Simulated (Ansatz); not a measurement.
Data:

In3Pd5:
```
In3Pd5
1.0
    5.66593     0.00000     0.00000
    0.00000    11.16109     0.00000
    0.00000     0.00000     4.23960
In Pd
6 10
Direct
  0.32224   0.85729   0.50000
  0.67776   0.14271   0.50000
  0.82224   0.64271   0.50000
  0.17776   0.35729   0.50000
  0.50000   0.50000   0.00000
  0.00000   0.00000   0.00000
  0.69849   0.39052   0.50000
  0.30151   0.60948   0.50000
  0.19849   0.10948   0.50000
  0.80151   0.89052   0.50000
  0.06841   0.75611   0.00000
  0.93159   0.24389   0.00000
  0.56841   0.74389   0.00000
  0.43159   0.25611   0.00000
  0.50000   0.00000   0.00000
  0.00000   0.50000   0.00000
```

This is the r²SCAN-relaxed structure.

Problem. All from DFT-r²SCAN in the program Ansatz with PAW potentials, unless another level is named. Give the formation energy from the elements (no fitted shifts).

Solution. -0.59 eV/atom.

Problem. Predict the density of states at the Fermi level.

Solution. 0.39 states/eV per atom (mean over ±0.08 eV).

Space group Pbam. The workflow started from a Materials Project entry (that database holds measured and hypothetical structures alike); the Crystallography Open Database files this formula in space group No. 55, but the cells were not matched. Whether it is the stable phase at ambient conditions was not checked. The r²SCAN relaxation kept the symmetry of its start; whether a distortion lowers the energy is not shown. The run is not spin-polarised. The references are the lowest solids computed at this level, not always the standard phases. Scalar-relativistic: spin–orbit coupling is off unless named, which matters more the heavier the elements.

Potentials: the earlier of the program's two PAW sets.
